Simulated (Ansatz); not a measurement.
Input and command of a calculation in Ansatz (plane waves; scalar-relativistic PAW potentials unless the input names others):

```yaml
crystal:
  lattice:
    - [3.5243661423, 0.0, 0.0]
    - [-1.7621830711, 3.0521906115, 0.0]
    - [0.0, 0.0, 11.49524181]
  atoms:
    - { symbol: Pb, position: [0.0, 0.0, 0.0] }
    - { symbol: Pb, position: [0.33333333, 0.66666667, 0.25] }
    - { symbol: Pb, position: [0.0, 0.0, 0.5] }
    - { symbol: Pb, position: [0.66666667, 0.33333333, 0.75] }
basis:
  ecutwfc: 500
kpoints:
  mp_grid: { grid: [12, 12, 4] }
hamiltonian:
  xc: gga
scf:
  occupations: { method: gaussian, width: 0.1 }
  max_iter: 100
output:
  forces: true
  eigenvalues: true
  stress: true
relax:
  adjacent_minimum: "off"
  f_tol: 0.005
  max_steps: 80
  cell: { stress_tol: 0.05 }
```

```bash
ansatz run input.yaml --threads 1 --pin off --max-ram 2560MiB --backend cpu --events-out ev --progress --plain --runs-dir out
```

Q: What will the program do with this input?

A: The program refuses it, because of an unknown functional (hamiltonian.xc: "r2scan" → "gga"). With the sound run's settings it is accepted.

Abridged log:
```
Error: YAML parse error: error: line 16 column 7: hamiltonian.xc: unknown variant `gga`, expected one of `lda`, `lda-pw`, `pw92`, `pbe`, `pbesol`, `rpbe`, `revpbe`, `blyp`, `pbe0`, `revpbe0`, `b3lyp`, `b3lyp5`, `hse06`, `wpbeh`, `hiss`, `lc_wpbe`, `cam_b3lyp`, `hf`, `r2scan`, `r2scanh`, `r2scan0`, `r2scan50`, `mr2scan`
  --> <input>:16:7
   |
14 |   mp_grid: { grid: [12, 12, 4] }
15 | hamiltonian:
16 |   xc: gga
   |       ^ hamiltonian.xc: unknown variant `gga`, expected one of `lda`, `lda-pw`, `pw92`, `pbe`, `pbesol`, `rpbe`, `revpbe`, `blyp`, `pbe0`, `revpbe0`, `b3lyp`, `b3lyp5`, `hse06`, `wpbeh`, `hiss`, `lc_wpbe`, `cam_b3lyp`, `hf`, `r2scan`, `r2scanh`, `r2scan0`, `r2scan50`, `mr2scan`
17 | scf:
18 |   occupations: { method: gaussian, width: 0.1 }
   |
```